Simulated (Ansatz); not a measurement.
Data sheet: Te (DFT)

Te:
```cif
data_Te3
_chemical_formula_sum 'Te3'
_space_group_name_H-M_alt 'P 1'
_space_group_IT_number 1
_cell_length_a 4.38361
_cell_length_b 4.38361
_cell_length_c 5.97827
_cell_angle_alpha 89.175
_cell_angle_beta 90.825
_cell_angle_gamma 121.246
loop_
_space_group_symop_operation_xyz
  'x, y, z'
loop_
_atom_site_label
_atom_site_type_symbol
_atom_site_fract_x
_atom_site_fract_y
_atom_site_fract_z
_atom_site_occupancy
Te1 Te 0.69062 0.30938 0.66119 1
Te2 Te 0.30938 0.69062 0.33881 1
Te3 Te 0.00000 0.00000 0.00000 1
```

Space group C2/m (No. 12); conventional cell a = 7.6399 Å, b = 4.3008 Å, c = 5.9783 Å, α = 90.00°, β = 90.95°, γ = 90.00°.

Method: r²SCAN in the plane-wave PAW code Ansatz. Geometry: relaxed at this level of theory. Other levels are named where they apply.

### Cell and energy

```yaml
volume_per_atom: 32.73 Å³
density: 6.47 g/cm³
```

### Electronic structure

```yaml
electronic_character: metallic (no gap)
Density of states at the Fermi level: 0.05 states/eV per atom (mean over ±0.08 eV)
Gap with spin–orbit coupling: none (metallic)
```

### Mechanics

```yaml
Bulk modulus (Birch–Murnaghan fit): 40.5 GPa
Pressure derivative B′: 5.5
```

### Phonons

```yaml
highest_zone_centre_frequency: 115 cm⁻¹
zone_centre_stability: unstable, softest mode 93i cm⁻¹
```

The workflow started from a Materials Project entry (that database holds measured and hypothetical structures alike); the Crystallography Open Database copy checked does not list it. It is not the phase usual at ambient conditions (space group No. 152). The r²SCAN relaxation kept the symmetry of its start. As this level gives no gap, phonon frequencies hold no LO–TO term and depend on the k-mesh and smearing (Fermi–Dirac, 0.1 eV here). Scalar-relativistic: spin–orbit coupling is off unless named, which matters more the heavier the elements.

Potentials: the later of the program's two PAW sets.
